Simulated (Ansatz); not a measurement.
**Sc2Al: from a trial structure to a relaxed crystal**

Theory: DFT r2SCAN, scalar-relativistic, plane waves, PAW (Ansatz). Cutoff 500 eV, Γ-centred k mesh, Gaussian smearing, no spin polarisation in the final step.

The start puts Sc2Al on the cubic Laves (C15) structure type (Fd-3m, No. 227), with Al in place of Mg, Sc in place of Cu, at a guessed volume.

```
Sc Al
1.0
     0.00000    4.00432    4.00432
     4.00432    0.00000    4.00432
     4.00432    4.00432    0.00000
Sc Al
4 2
Direct
  0.62500 0.62500 0.62500
  0.12500 0.62500 0.62500
  0.62500 0.62500 0.12500
  0.62500 0.12500 0.62500
  0.00000 0.00000 0.00000
  0.25000 0.25000 0.25000
```

Cell and atoms relax at zero pressure; the relaxation can't lower the symmetry of the start.

(1) Which crystal results?

(2) What are its volume, density and gap?

Results:

(1) It keeps Fd-3m (No. 227). The result has the cubic Laves (C15) structure. Conventional cell: a = 8.092 Å. Sc is coordinated by 6 Sc at 2.86 Å and 6 Al at 3.35 Å; Al has 12 Sc at 3.35 Å and 4 Al at 3.50 Å.

```
Sc Al
1.0
     0.00000    4.04607    4.04607
     4.04607    0.00000    4.04607
     4.04607    4.04607    0.00000
Sc Al
4 2
Direct
  0.12500 0.12500 0.12500
  0.62500 0.12500 0.12500
  0.12500 0.12500 0.62500
  0.12500 0.62500 0.12500
  0.50000 0.50000 0.50000
  0.75000 0.75000 0.75000
```

(2) The volume per atom is 22.08 Å³. The density is 2.93 g/cm³ and the gap on the 8×8×8 mesh is 0 eV (a metal).

The final run used a 8×8×8 mesh on its 6-atom cell and 0.10 eV smearing. Symmetry constrained the relaxation, so the result can be a saddle point.

Cost: 2 runs of about 1.3 core-minutes in all, on Arm Neoverse V2 (shared hosts).